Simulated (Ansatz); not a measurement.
BAs in space group P-6m2 (No. 187; B on 1a, As on 1f) under volume change, r²SCAN in the plane-wave PAW code Ansatz, shape and atoms relaxed at each volume.

```tsv
V (Å³/atom)	E − E(relaxed) (meV/atom)	P (GPa)
11.562	[?]	[?]
11.943	19.0	8.44
12.324	4.5	3.88
12.705	0.0	0.00
13.087	[?]	[?]
13.468	15.1	-6.03
13.849	32.4	-8.49
```

Problem. Complete the blanks.

Solution. 
- 13.087, E − E(relaxed) (meV/atom): 4.0
- 13.087, P (GPa): -3.25
- 11.562, E − E(relaxed) (meV/atom): 45.3
- 11.562, P (GPa): 13.80

Problem. What does a third-order Birch–Murnaghan fit give for V₀, B₀ and B′?

Solution. V₀ = 12.71 Å³/atom, B₀ = 119 GPa, B′ = 4.4.

The cell is a constructed one: a structure type filled with these elements; neither database checked (COD, Materials Project) lists it. It is not the phase usual at ambient conditions (space group No. 216). The r²SCAN relaxation kept the symmetry of its start; whether a distortion lowers the energy is not shown.

Potentials: the earlier of the program's two PAW sets.
